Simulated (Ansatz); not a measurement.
Input and command of a plane-wave DFT calculation in Ansatz:

```yaml
crystal:
  lattice:
    - [3.329619215, 0.0, 0.0]
    - [-1.6648096075, 2.7793106748, 0.0]
    - [0.0, 0.0, 5.21033]
  atoms:
    - { symbol: Mg, position: [0.3333333333, 0.6666666667, 0.25] }
    - { symbol: Mg, position: [0.6666666667, 0.3333333333, 0.75] }
basis:
  ecutwfc: 420
kpoints:
  mp_grid: { grid: [18, 18, 10] }
hamiltonian:
  xc: pbesol
scf:
  occupations: { method: gaussian, width: 0.15 }
output:
  forces: true
  stress: true
  eigenvalues: true
```

```bash
ansatz run input.yaml --threads 1 --pin off --max-ram 2560MiB --backend cpu --events-out ev --progress --plain --runs-dir out
```

Processor: Arm Neoverse V2, 1 thread, on a host shared with other jobs.

Problem. How long does it run, and how much memory does it take?

Solution. About 11 s on 1 thread of Arm Neoverse V2, on a shared host, peak memory 0.53 GiB. It solves 14 bands at 546 k points (the mesh reduced by symmetry) with about 961 plane waves, in 6 SCF iterations.
